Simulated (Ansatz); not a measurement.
A 4-atom cell of PbO started from a crystallographic database, relaxed with r2SCAN+rVV10: space group P4/nmm (No. 129), tetragonal; a = 3.980 Å, c = 5.001 Å in the conventional setting, 19.81 Å³ an atom. Around Pb lie 4 O at 2.32 Å; around O lie 4 Pb at 2.32 Å. One-shot G0W0@PBE in Ansatz on a 4×4×4 mesh (contour deformation, no spin-orbit coupling), from a PBE gap of 1.222 eV over the mesh points (the G0W0 gap is indirect on the mesh); the number N of bands summed and the screening cutoff rise together. Spin-unpolarised throughout; all numbers are computed.

```tsv
N	cutoff (eV)	1000/N	G0W0 gap (eV)
199	100	5.025	1.539
454	180	2.203	1.764
```

**Question.** Lay a straight line in 1000/N through these rows.

**Answer.** The slope is -0.0797 eV per unit of 1000/N and the intercept 1.940 eV.

**Question.** Predict the gap at N = 862 (260 eV).

**Answer.** 1.940 + (-0.0797) × 1.160 = 1.848 eV; the run gives 1.869 eV, +0.021 eV from the line.

**Question.** With that run's result added, what limit do the last two rows suggest?

**Answer.** Their slope is (1.869 − 1.764)/(1.160 − 2.203) = -0.1007, which meets 1/N = 0 at 1.99 eV, against 1.940 eV from the first line. The slope steepens, so 1/N isn't yet asymptotic and the true limit probably lies higher still; the k mesh isn't extrapolated.

Spin-orbit coupling is left out; in compounds of Pb, Bi, Tl or Hg it can lower a gap by up to about 1 eV, split its edges or invert the bands.
